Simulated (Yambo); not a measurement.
A G0W0@PBEsol run in Yambo for RbPbF$_{3}$ (cubic perovskite, space group Pm-3m, No. 221) (2×2×2 Γ-centred k mesh, 167 bands and a 7 Ry block in the screening, 167 bands in G with the Bruneval-Gonze terminator, plasmon pole fitted at 27.2 eV) gives these matrix elements, in eV, at the band edges (R → R):

```
state               E0    <Vxc>     <Σx>  <Σc(E0)>      Z
---------------  -----  -------  -------  --------  -----
valence edge     0.000  -21.416  -25.852     2.792  0.804
conduction edge  2.999   -9.789   -6.151    -2.779  0.856
```

Problem. Solve the linearised quasiparticle equation for both states, give the gap, and say how exchange and correlation each act on it.

Solution. E = E0 + Z(Σx + Σc − Vxc). Valence: 0.000 + 0.804 × (-25.852 + (2.792) − (-21.416)) = -1.32 eV. Conduction: 2.999 + 0.856 × (-6.151 + (-2.779) − (-9.789)) = 3.74 eV. The gap is 5.06 eV, against 3.00 eV in PBEsol. Replacing Vxc by bare exchange alone would open it by 8.07 eV; correlation takes back 5.57 eV of that, and Z scales what is left. Nearest settings tried, and what they do to the gap: 129 bands in W, 129 bands in G: +26 meV; 6 Ry block (203 vectors against 257): -2 meV; 4×4×4 mesh: -53 meV. So the settings aren't converged at that level. The k mesh is coarse. Spin-orbit coupling is left out; with 6p states at a band edge it can lower the gap by many tenths of an eV, most of a small gap. The cell is held in this high symmetry; tilts and polar distortions were not searched.

The standard potential for Pb keeps a d shell in the valence without the s and p states of that shell. In tests on such compounds this moved G0W0 gaps by up to about 0.9 eV, so absolute quasiparticle energies here are unreliable; differences between settings are what counts.

Geometry of the Materials Project entry, not relaxed at this level; primitive cell a = 4.862 Å, b = 4.862 Å, c = 4.862 Å, α = 90.00°, β = 90.00°, γ = 90.00°.

The structure is a Materials Project entry; no match was found in the copy of COD used, and its stability was not checked.
